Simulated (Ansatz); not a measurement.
HfN (rock salt)

```xyz
2
Lattice="0.0000 2.2740 2.2740 2.2740 0.0000 2.2740 2.2740 2.2740 0.0000" Properties=species:S:1:pos:R:3 pbc="T T T"
N      0.0000     0.0000     0.0000
Hf     2.2740     2.2740     2.2740
```

In this cell atom 2 (Hf, nearest neighbour N at 2.274 Å; its periodic images, 3.2 Å or more away, move with it) is moved by s towards the nearest neighbour, unit vector (-1.000, 0.000, 0.000); all other atoms and the cell stay fixed.

Level of theory: PBE (plane waves to 420 eV, PAW, scalar-relativistic; Ansatz, a quantum-chemistry and plane-wave program). k mesh 14×14×14 (Γ-centred), Fermi-Dirac smearing 0.05 eV. Energies are smeared free energies. With partly filled bands, energies and forces of such displacements shift with the k mesh and the smearing. HfN is run without spin polarisation. HfN was relaxed with its symmetry unable to fall. Spin-orbit coupling is left out, though Hf is heavy. The PAW data are Ansatz's earlier set. The zero of ΔE is the undisplaced structure. The last digit holds for this mesh only.

```tsv
s (Å)	ΔE (meV/cell)
-0.230	297.8
-0.184	withheld
-0.138	105.1
-0.092	46.7
-0.046	11.7
0.000	0.0
0.046	11.7
0.092	46.7
0.138	105.1
0.184	withheld
0.230	297.8
```

**Question.** Fit an even polynomial form (powers 2, 4) to the given rows and predict ΔE at s = -0.184.

**Answer.** Least squares on the 9 given rows: ΔE = (5468)·s² + (3050)·s⁴, in meV/cell with s in Å; root-mean-square residual 0.13 meV/cell. At -0.184 the fit gives 188.6 meV/cell; the calculation gives 188.4 meV/cell, so the interpolation is off by 0.2 (+0.1 %). The quadratic term alone would give 185.1 meV/cell.

(For displaced atoms, the force is minus the slope of the energy, and its curvature is a force constant, which sets phonon frequencies.)
